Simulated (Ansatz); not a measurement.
Input and command of a plane-wave DFT calculation in Ansatz:

```yaml
crystal:
  lattice:
    - [-1.429715917, 2.2890333614, 6.0001040649]
    - [1.429715917, -2.2890333614, 6.0001040649]
    - [1.429715917, 2.2890333614, -6.0001040649]
  atoms:
    - { symbol: K, position: [0.0, 0.0, 0.0] }
    - { symbol: Ga, position: [0.2981049286, 0.2981049286, 0.0] }
    - { symbol: Ga, position: [0.7018950714, 0.7018950714, 0.0] }
basis:
  ecutwfc: 420
kpoints:
  mp_grid: { grid: [8, 8, 8] }
hamiltonian:
  xc: pbe
scf:
  occupations: { method: gaussian, width: 0.1 }
  lower_state_search: "off"
output:
  forces: true
  stress: true
  eigenvalues: true
relax:
  adjacent_minimum: "off"
  f_tol: 0.04
  max_steps: 70
  cell: { stress_tol: 0.4 }
```

```bash
ansatz run input.yaml --threads 1 --pin off --max-ram 2560MiB --backend cpu --events-out ev --progress --plain --runs-dir out
```

Processor: Arm Neoverse V1, 1 thread, on a host shared with other jobs.

How long does it run, and how much memory does it take?

About 71 s on 1 thread of Arm Neoverse V1, with other jobs on the host, peak memory 0.44 GiB. It solves 22 bands at 95 k points (the mesh reduced by the symmetry that the task leaves, which can be less than the crystal's) with about 1527 plane waves (on the last cell), in 40 SCF iterations over 6 ionic steps.
